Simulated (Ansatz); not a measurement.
Zn$_{3}$CdSe$_{4}$:
Space group P-43m (No. 215); a = b = c = 5.782 Å, α = β = γ = 90.00°

| atom | site | symmetry | x | y | z |
|---|---|---|---|---|---|
| Zn | 3c | -42.m | 0.0000 | 0.5000 | 0.5000 |
| Cd | 1a | -43m | 0.0000 | 0.0000 | 0.0000 |
| Se | 4e | .3m | 0.2615 | 0.2615 | 0.2615 |

Relaxed with r²SCAN. r²SCAN in the plane-wave PAW code Ansatz gives a gap of 1.58 eV.

Question: What gap does HSE06 give on the same cell (Ansatz, PAW)?

Answer: 2.10 eV, 0.53 eV more. The hybrid was solved on a coarser mesh and at special points; the gap given is the minimum over both.

```json
[
 {"k": "Γ", "v1 r²SCAN": "0.00", "c1 r²SCAN": "1.58", "v1 HSE06": "0.00", "c1 HSE06": "2.10"},
 {"k": "R", "v1 r²SCAN": "-0.64", "c1 r²SCAN": "2.91", "v1 HSE06": "…", "c1 HSE06": "…"},
 {"k": "M", "v1 r²SCAN": "-0.73", "c1 r²SCAN": "4.34", "v1 HSE06": "…", "c1 HSE06": "…"},
 {"k": "X", "v1 r²SCAN": "-1.00", "c1 r²SCAN": "4.06", "v1 HSE06": "…", "c1 HSE06": "…"}
]
```

Question: Top valence (v1) and lowest conduction level (c1) in eV from each method's valence maximum (which need not be a listed point): supply the withheld HSE06 values.

Answer: 
- X, v1 HSE06: -1.05
- X, c1 HSE06: 4.71
- R, v1 HSE06: -0.66
- R, c1 HSE06: 3.49
- M, v1 HSE06: -0.76
- M, c1 HSE06: 4.99

Cost on shared cores: the r²SCAN run (SCF on a 5×5×5 mesh, then bands and DOS) roughly 6 core-minutes, the HSE06 run (SCF on 3×3×3, then a few points) very roughly 5 core-minutes; the tasks are unlike.

The workflow started from a Materials Project entry (that database holds measured and hypothetical structures alike); the Crystallography Open Database copy checked does not list it. With Zn and Cd taken as one species the cell has the higher symmetry F-43m, so it may be an ordered model of a mixed-site phase. Its standing as an ambient phase is unchecked. The r²SCAN relaxation kept the symmetry of its start; whether a distortion lowers the energy is not shown. Scalar-relativistic: spin–orbit coupling is off unless named, which matters more the heavier the elements.

Potentials: the later of the program's two PAW sets.
